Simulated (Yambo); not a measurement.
G0W0@LDA for Ba₃ZnN₂O (space group P4/mmm, No. 123) in Yambo. Reference settings: 4×4×1 Γ-centred k mesh, bands 5 to 235 and a 7 Ry block in the screening, 235 bands in G with the Bruneval-Gonze terminator, plasmon pole fitted at 27.2 eV. The LDA gap Γ → Γ on this mesh is 0.81 eV; G0W0 gaps are taken between the same points.

The settings were changed. The gap went from 1.53 eV to 1.49 eV, and the shift of the valence edge from -0.23 eV to -0.18 eV.

Q: Which change was made?
A) 62 bands in W, 62 bands in G, 2 Ry block
B) wavefunctions cut at 30 Ry
C) 2×2×1 mesh
D) 62 bands in W, 62 bands in G, 3 Ry block

A: B, wavefunctions cut at 30 Ry. The others gave (gap, valence shift): 2×2×1 mesh: 1.32, -0.08 eV; 62 bands in W, 62 bands in G, 2 Ry block: 1.81, 0.23 eV; 62 bands in W, 62 bands in G, 3 Ry block: 1.77, 0.24 eV.

Geometry of the Materials Project entry, not relaxed at this level; primitive cell a = 4.150 Å, b = 4.150 Å, c = 9.293 Å, α = 90.00°, β = 90.00°, γ = 90.00°.

The structure is a Materials Project entry; no match was found in the copy of COD used, and its stability was not checked.

A shift is the quasiparticle energy of the state minus its LDA energy.
